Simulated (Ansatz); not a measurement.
Relaxed-ion elastic tensor of In2Co3S2 in space group R-3m (No. 166; In on 3b, In on 3a, Co on 9d, S on 6c) in GPa (Voigt order), plane-wave PAW PBEsol (Ansatz code); density 7.38 g/cm³, 15.13 Å³ per atom.

```
  215   76.2   60.7  -10.9    0.0    0.0
 76.2    215   60.7   10.9    0.0    0.0
 60.7   60.7    178    0.0    0.0    0.0
-10.9   10.9    0.0   51.1    0.0    0.0
  0.0    0.0    0.0    0.0   51.1  -10.9
  0.0    0.0    0.0    0.0  -10.9   69.4
```

Q: Is the crystal mechanically stable?

A: Yes: the smallest eigenvalue of C is 46.0 GPa.

Q: Work out the Voigt, Reuss and Hill averages.

A: K_V = 111, K_R = 110, K_H = 111; G_V = 61.7, G_R = 58.6, G_H = 60.1 GPa.

Q: Give Young's modulus, Poisson's ratio, Pugh's ratio and the universal anisotropy index.

A: E = 9KG/(3K + G) = 153 GPa; ν = 0.27; K/G = 1.84 (near the Pugh limit of 1.75, no verdict); A_U = 5G_V/G_R + K_V/K_R − 6 = 0.28.

Q: Estimate the sound speeds and the Debye temperature.

A: v_l = √((K + 4G/3)/ρ) = 5090 m/s, v_t = √(G/ρ) = 2850 m/s, mean 3180 m/s; Θ = (h/k)(3n/4πV)^(1/3) v_m = 382 K.

Q: Solve the Christoffel equation for the three sound speeds along x, y, z.

A: Eigenvalues of C_ijkl n_j n_l equal ρv². In km/s, slowest first: x 2.50, 3.18, 5.40; y 2.61, 3.07, 5.41; z 2.63, 2.63, 4.91.

Q: How much does each axis shrink under pressure?

A: Linear compressibilities β_i = Σ_j S_ij (j = 1 to 3): x 2.6, y 2.6, z 3.8 per TPa.

The first step of the workflow began from a Materials Project structure, measured or hypothetical; the Crystallography Open Database files this formula in space group No. 166, but the cells were not matched. Its standing as an ambient phase is unchecked. The cell was relaxed with PBEsol under the symmetry of its start; whether a distortion lowers the energy is not shown. The workflow began spin-polarised and lost its moments. As this level gives no gap, shear constants depend on the k-mesh and smearing (Fermi–Dirac, 0.1 eV here). On the denser mesh and wider smearing of the elastic run this cell carries a stress of 0.3 GPa.

Potentials: the later of the program's two PAW sets.
